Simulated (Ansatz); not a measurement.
**Levels of theory for Mg₃SnO (antiperovskite)**

All numbers come from the PAW code Ansatz. Simulation only: non-magnetic, and no claim that this is the phase found in nature.

The cell is Mg₃SnO in the antiperovskite structure; cell and atoms were relaxed with r2SCAN. Space group Pm-3m (No. 221), cubic; conventional cell a = 4.345 Å, 16.41 Å³ an atom. Sn has 12 Mg at 3.07 Å; O has 6 Mg at 2.17 Å; Mg has 2 O at 2.17 Å and 4 Sn at 3.07 Å.

On this one geometry the levels give:
```json
{"level": "LDA", "k mesh": "6×6×6", "gap (eV)": "none (overlap 0.44)", "kind": "–", "edges": "–", "least direct gap (eV)": "–"}
{"level": "PBE", "k mesh": "6×6×6", "gap (eV)": "none (overlap 0.44)", "kind": "–", "edges": "–", "least direct gap (eV)": "–"}
{"level": "PBE+SOC", "k mesh": "6×6×6", "gap (eV)": "none (overlap 0.41)", "kind": "–", "edges": "–", "least direct gap (eV)": "–"}
{"level": "r2SCAN", "k mesh": "6×6×6", "gap (eV)": "none (overlap 0.13)", "kind": "–", "edges": "–", "least direct gap (eV)": "–"}
{"level": "HSE06", "k mesh": "4×4×4", "gap (eV)": "none (overlap 0.11)", "kind": "–", "edges": "–", "least direct gap (eV)": "–"}
```
All runs use a smearing of 0.02 eV.
Wave cutoffs: 420 eV, 500 eV (r2SCAN).
Points off the special ones are mesh points or PBE's searched band edges, reused at the other levels. Run but not listed, since they were read on a mesh alone, on too coarse a mesh, or into states of the vacuum: PBE0.

With HSE06 the bands overlap by 0.11 eV (counted from 1, band 25 peaks at X–M (0.70 of the way from X) and band 26 bottoms out at R–M (0.70 of the way from R)): no gap. (Only one starting filling was tried, which a hybrid may keep.) PBE+SOC gives no gap: the lowest nominally empty band dips 0.41 eV below the top of the last filled one (its bottom at R–M (0.70 of the way from R), the top at X–M (0.70 of the way from X)), so the cell is a metal or semimetal at this level.

No level opens a gap.

Only the levels marked +SOC include spin-orbit coupling.

Much of the overlap lies between the points of the SCF's own mesh, which misses those pockets, so Fermi level, energies, forces and stress don't fully feel it.

The meshes of the hybrids are coarse, so their gaps aren't converged to the digits shown.
